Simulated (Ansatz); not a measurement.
Relaxed-ion elastic tensor of CsSnBr3 (cubic perovskite, Pm-3m) in GPa (Voigt order), PBE (plane waves, PAW; program Ansatz); density 4.00 g/cm³, 40.80 Å³ per atom.

```csv
,1,2,3,4,5,6
1,42.9,7.3,7.3,0.0,0.0,0.0
2,7.3,42.9,7.3,0.0,0.0,0.0
3,7.3,7.3,42.9,0.0,0.0,0.0
4,0.0,0.0,0.0,5.2,0.0,0.0
5,0.0,0.0,0.0,0.0,5.2,0.0
6,0.0,0.0,0.0,0.0,0.0,5.2
```

**Question.** Is the crystal mechanically stable?

**Answer.** Yes: the smallest eigenvalue of C is 5.2 GPa.

**Question.** Work out the Voigt, Reuss and Hill averages.

**Answer.** K_V = 19.2, K_R = 19.2, K_H = 19.2; G_V = 10.2, G_R = 7.2, G_H = 8.7 GPa.

**Question.** Give Young's modulus, Poisson's ratio, Pugh's ratio and the universal anisotropy index.

**Answer.** E = 9KG/(3K + G) = 22.7 GPa; ν = 0.30; K/G = 2.20 (ductile by the Pugh limit of 1.75); A_U = 5G_V/G_R + K_V/K_R − 6 = 2.08.

**Question.** Estimate the sound speeds and the Debye temperature.

**Answer.** v_l = √((K + 4G/3)/ρ) = 2780 m/s, v_t = √(G/ρ) = 1480 m/s, mean 1650 m/s; Θ = (h/k)(3n/4πV)^(1/3) v_m = 143 K.

**Question.** Give the Zener ratio and Young's modulus along [100], [110] and [111].

**Answer.** A = 2C44/(C11 − C12) = 0.29; 1/E = S11 − 2(S11 − S12 − S44/2)Γ with Γ = 0, 1/4, 1/3 gives 40.8, 17.0, 14.2 GPa.

**Question.** Solve the Christoffel equation for the three sound speeds along [100], [110], [111].

**Answer.** Eigenvalues of C_ijkl n_j n_l equal ρv². In km/s, slowest first: [100] 1.14, 1.14, 3.28; [110] 1.14, 2.11, 2.75; [111] 1.84, 1.84, 2.55.

The cell was relaxed with PBE under the symmetry of its start; of distortions, only those at the zone centre were tested. Spin–orbit coupling is left out wherever it is not named.

Potentials: the later of the program's two PAW sets.
